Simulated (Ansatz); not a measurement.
**SrTl (Pm-3m), a film clamped to a substrate**

Level of theory: DFT PBEsol, scalar-relativistic, plane waves, PAW (Ansatz). Settings: plane waves to 420 eV, k-mesh 12×12×12 (Γ-centred), Gaussian smearing 0.15 eV. Spin–orbit coupling is left out, which can shift energies with elements as heavy as these. No spin polarisation. Energies are free energies at this smearing, counted from the undisturbed cell; pressure is positive in compression.

Reference structure (as given, not relaxed at this level; it stands at -0.3 GPa, and it needn't be the usual structure):

```xyz
2
Lattice="4.0320 0.0000 0.0000 0.0000 4.0320 0.0000 0.0000 0.0000 4.0320" Properties=species:S:1:pos:R:3 pbc="T T T"
Sr    0.0000    0.0000    0.0000
Tl    2.0160    2.0160    2.0160
```

The cell (2 atoms, V0 = 65.55 Å³) is strained by p along both x and y and by q along z, fractional coordinates fixed. τp = (1/V0) ∂E/∂p = (σxx + σyy)(1 + p)(1 + q) and τq = (1/V0) ∂E/∂q = σzz(1 + p)², with tension positive.

```
     p q  ΔE (meV/atom)  τp (GPa)  τq (GPa)
 0.000   0.000           0.00      0.65      0.32
-0.015   0.000           1.01     -1.34     -0.44
 0.015   0.000           4.73      2.40      0.99
 0.000  -0.015          -0.06     -0.08     -0.30
 0.000   0.015           1.82      1.35      0.85
```

Problem. Get the second derivatives of the energy density.

Solution. Central differences give A = ∂τp/∂p = 125 GPa (C11 + C22 + 2 C12), C = ∂τq/∂q = 38 GPa (C33) and the cross term B = ∂τq/∂p = 48 GPa (C13 + C23); ∂τp/∂q = 48 GPa must equal B, and any difference shows higher-order terms. The ions are clamped. In a cubic crystal C11 = C = 38, C12 = B/2 = 23.9 GPa and A should be 2(C11 + C12) = 124 GPa; the bulk modulus is (C11 + 2 C12)/3 = 28.7 GPa.

Problem. A film of this crystal grows with z along the normal on a substrate that imposes p. How does its thickness respond, and what does the misfit cost?

Solution. Count p and q from the stress-free cell. A free surface needs τq = 0, so q = −(B/C) p = -1.24 p. The energy density left is (A − B²/C) p²/2 = M p², with the biaxial modulus M = 33 GPa; a misfit of 1 % costs 0.67 meV/atom, against 1.28 meV/atom if the thickness were held.

In a metal these slopes depend on the k mesh and the smearing.